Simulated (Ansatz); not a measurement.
## YMg$_{5}$: what symmetry allows forces and stress to be

```xyz
6
Lattice="5.6278 0.0000 0.0000 -2.8139 4.8738 0.0000 0.0000 0.0000 4.9026" Properties=species:S:1:pos:R:3 pbc="T T T"
Y     0.0000    0.0000    2.4513
Mg   -1.7790    3.0813    0.0000
Mg    3.5579    0.0000    0.0000
Mg    1.0349    1.7926    0.0000
Mg    2.8139    1.6246    2.4236
Mg    0.0000    3.2492    2.4790
```

All numbers below come from Ansatz 0.2.0, DFT PBEsol, scalar-relativistic, plane waves, PAW.

Cutoff 420 eV; k points 9×9×8 on the computed 6-atom cell (Γ-centred); Gaussian smearing, width 0.10 eV; no spin polarisation.

This distorted cell has space group P321, with 6 operations.

Without a calculation: in which directions can each atom feel a force?

A force must be left unchanged by every operation that keeps its atom in place, so it lies in the space that those operations leave fixed. Atoms that the group maps onto each other feel forces of one size.
| atom | site symmetry | operations at the site | equivalent to atom | allowed force (Cartesian) |
| --- | --- | --- | --- | --- |
| Y1 | 32. | 6 | 1 | none |
| Mg2 | .2. | 2 | 2 | along (-0.50, 0.87, 0.00) |
| Mg3 | .2. | 2 | 2 | along (1.00, 0.00, 0.00) |
| Mg4 | .2. | 2 | 2 | along (0.50, 0.87, 0.00) |
| Mg5 | 3.. | 3 | 5 | along (0.00, 0.00, 1.00) |
| Mg6 | 3.. | 3 | 5 | along (0.00, 0.00, 1.00) |

That leaves 2 independent force components of 18. A relaxation in this cell that keeps the symmetry moves the atoms in these directions alone.

And the stress tensor?

It must be invariant under the point group, which leaves 2 independent components: yz, xz, xy vanish; xx = yy.

Do the computed values obey this?

Yes. Forces (eV/Å):
```
Y1   0.000  0.000  0.000
Mg2  0.027 -0.046  0.000
Mg3 -0.053  0.000  0.000
Mg4  0.027  0.046  0.000
Mg5  0.000  0.000  0.119
Mg6  0.000  0.000 -0.119
```

Stress (GPa, compression positive, xx yy zz yz xz xy): 2.37 2.37 4.81 0.00 0.00 0.00. The program imposes the same operations on density, forces and stress, so this confirms the analysis and is no independent test of the calculation.